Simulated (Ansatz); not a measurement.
IrO3 (ReO3 type, Pm-3m) at seven volumes, the program Ansatz at the LDA level (PAW), scaled uniformly. One row is withheld.

```tsv
V (Å³/atom)	P (GPa)
11.617	28.78
12.000	17.42
12.383	7.89
12.766	0.00
13.149	-6.10
13.532	-11.76
13.915	?
```

Fit the shown pressures and predict the withheld one.

Third-order Birch–Murnaghan: P = (3/2)B₀(x^(7/2) − x^(5/2))[1 + (3/4)(B′ − 4)(x − 1)] with x = (V₀/V)^(2/3). Least squares on the six rows gives V₀ = 12.773 Å³/atom, B₀ = 235.6 GPa, B′ = 5.33. At V = 13.915, x = 0.9445 and P = -16.06 GPa. The run itself gave -16.35 GPa.

The workflow started from a Materials Project entry (that database holds measured and hypothetical structures alike); the Crystallography Open Database copy checked does not list it. Whether it is the stable phase at ambient conditions was not checked. The LDA relaxation kept the symmetry of its start; whether a distortion lowers the energy is not shown. No spin polarisation was allowed. Spin–orbit coupling is left out wherever it is not named.

Potentials: the later of the program's two PAW sets.
